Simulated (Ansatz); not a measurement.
Consider the following.

Y20Si12C:
```cif
data_CSi12Y20
_chemical_formula_sum 'Y20 Si12 C1'
_space_group_name_H-M_alt 'P2/m'
_space_group_IT_number 10
_space_group_name_Hall '-P 2y'
_cell_length_a 6.42584
_cell_length_b 14.64218
_cell_length_c 8.45780
_cell_angle_alpha 90.000
_cell_angle_beta 90.025
_cell_angle_gamma 90.000
loop_
_atom_site_label
_atom_site_type_symbol
_atom_site_symmetry_multiplicity
_atom_site_Wyckoff_symbol
_atom_site_fract_x
_atom_site_fract_y
_atom_site_fract_z
_atom_site_occupancy
Y1 Y 2 l 0.50000 0.33711 0.50000 1
Y2 Y 2 j 0.50000 0.17081 0.00000 1
Y3 Y 2 i 0.00000 0.16229 0.00000 1
Y4 Y 2 k 0.00000 0.32874 0.50000 1
Y5 Y 2 n 0.24564 0.50000 0.24371 1
Y6 Y 2 m 0.72530 0.00000 0.26488 1
Y7 Y 4 o 0.75243 0.37855 0.12139 1
Y8 Y 4 o 0.27323 0.11761 0.38207 1
Si1 Si 2 m 0.26276 0.00000 0.10092 1
Si2 Si 2 n 0.24159 0.50000 0.60525 1
Si3 Si 4 o 0.25680 0.19961 0.69925 1
Si4 Si 4 o 0.24623 0.30321 0.19707 1
C1 C 1 g 0.50000 0.00000 0.50000 1
```

This is the r²SCAN-relaxed structure.

All from plane-wave PAW r²SCAN (Ansatz code), unless another level is named. Predict the electronic character.

metallic (no gap).

And the formation energy from the elements (no fitted shifts)?

-0.81 eV/atom.

And the density of states at the Fermi level?

0.53 states/eV per atom (mean over ±0.08 eV).

The workflow started from a Materials Project entry (that database holds measured and hypothetical structures alike); the Crystallography Open Database copy checked does not list it. Whether it is the stable phase at ambient conditions was not checked. Symmetry was held in the r²SCAN relaxation; whether a distortion lowers the energy is not shown. No spin polarisation was allowed. The references are the lowest solids computed at this level, not always the standard phases. Spin–orbit coupling is left out wherever it is not named.

Potentials: the later of the program's two PAW sets.
